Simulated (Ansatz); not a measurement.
A geometry of Sr$_{2}$H$_{5}$Rh away from equilibrium: the start of the relaxation of a relaxed Sr2H5Rh cell deformed by the Cartesian strain tensor (xx, yy, zz, yz, xz, xy) = (0.069, 0.033, -0.108, -0.042, -0.139, -0.073). These are r2SCAN (plane waves to 500 eV, PAW, scalar-relativistic; Ansatz, a first-principles code) values and carry that method's errors. Γ-centred k-mesh 6×6×7 on the run's cell (coarser than for final values), Fermi–Dirac smearing 0.05 eV.

```xyz
8
Lattice="-3.5840 2.7850 3.7125 2.5071 -3.1142 3.1980 3.1921 2.7224 -3.9391" Properties=species:S:1:pos:R:3 pbc="T T T"
Sr    -0.4645     2.6716     1.6101
Sr     2.5811    -0.2780     1.3529
H     -2.2279     1.4795     3.5585
H      1.1824     1.1356    -0.2545
H      1.1635    -1.8050     3.2720
H      0.9453     1.2613     3.1459
H     -0.2583    -0.0790     1.6574
Rh    -0.0081    -0.0025     0.0522
```

Q: Which atoms carry the largest force, and which way does it point?

A: 1.42 eV/Å, on H3 (atoms numbered as listed); on H3 its components are (-1.03, 0.97, 0.03).

Q: What is the pressure?

A: +5.6 GPa, compression positive.

No spin polarisation in the result.

The cell that was disturbed is our relaxation of an entry of Materials Project.
